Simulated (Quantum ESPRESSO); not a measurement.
Al2InGaAs4, a curve over strain

Computed values, not a measurement. The program is pw.x of Quantum ESPRESSO 7.5 (plane-wave density functional theory). The cell is made up: 8 atoms on a zincblende/diamond lattice, with randomly drawn elements, strain and displacements, not relaxed. PseudoDojo standard norm-conserving files (v0.5 for PBE, v0.4.1 for LDA and PBEsol) set the functional; there is no spin polarisation, spin-orbit coupling or dispersion term, and the masses in the input are unused placeholders.

Seven runs add a strain to one cell (along z); the atoms follow the cell and are not relaxed. Stress in the table is positive in tension.

Input of the run at -0.0059:

```
&control calculation='scf', pseudo_dir='./dojo.nc.sr.pbe.v0_5.standard.upf', outdir='./o', disk_io='low', tprnfor=.true., tstress=.true. /
&system ibrav=0, nat=8, ntyp=4, nbnd=52, ecutwfc=84.00895049, nosym=.true., tot_charge=0,
 occupations='smearing', smearing='fd', degauss=0.0018374661
/
&electrons conv_thr=7.350e-09, electron_maxstep=60, /
ATOMIC_SPECIES
Al 1.0 Al.upf
As 1.0 As.upf
Ga 1.0 Ga.upf
In 1.0 In.upf
CELL_PARAMETERS angstrom
5.7918 -0.028 0.0206
-0.028 5.6229 0.024
0.0207 0.0241 5.5656
ATOMIC_POSITIONS angstrom
Al 0.0458 -0.1034 0.0802
Al 0.0108 2.9005 2.8456
In 2.97 0.0328 2.7397
Ga 2.7855 2.8626 -0.0862
As 1.3565 1.3151 1.468
As 1.4738 4.2028 4.2463
As 4.3292 1.5125 4.1586
As 4.4329 4.2862 1.3311
K_POINTS automatic
4 4 4 1 1 1
```

| added strain | free energy less that of the input shown (eV) | stress xx (GPa) | stress yy (GPa) | stress zz (GPa) | stress xy (GPa) | pressure (GPa) | iterations |
| --- | --- | --- | --- | --- | --- | --- | --- |
| -0.0237 | 0.2224 | -10.80 | -11.21 | -12.06 | -0.81 | 11.35 | 10 |
| -0.0177 | 0.1427 | -10.25 | -10.64 | -11.33 | -0.79 | 10.74 | 10 |
| -0.0059 | 0.0000 | -9.23 | -9.58 | -9.92 | -0.76 | 9.58 | 10 |
| +0.0059 | -0.1242 | -8.28 | -8.59 | -8.55 | -0.73 | 8.47 | 10 |
| +0.0090 | -0.1536 | -8.04 | -8.34 | -8.19 | -0.72 | 8.19 | 10 |
| +0.0210 | -0.2562 | -7.15 | -7.43 | -6.82 | -0.69 | 7.13 | 10 |

Question: one run is left out of the table, at -0.0112. Estimate its stress zz (GPa).

Answer: -10.55. The whole row:

```
added strain  free energy less that of the input shown (eV)  stress xx (GPa)  stress yy (GPa)  stress zz (GPa)  stress xy (GPa)  pressure (GPa)  iterations
     -0.0112                                         0.0618            -9.68           -10.04           -10.55            -0.77           10.09          10
```

A cubic fit gives a slope of stress zz against the added strain of 117 GPa at zero added strain, with the atoms clamped. Across the table the free energy follows the integral of the stress to within 0.3 meV. A rerun of one of the cells at 1437 eV and a 6 x 6 x 6 mesh moved values by no more than 0.011 eV in energy, 0.02 GPa in stress and 0.003 eV/Å in force.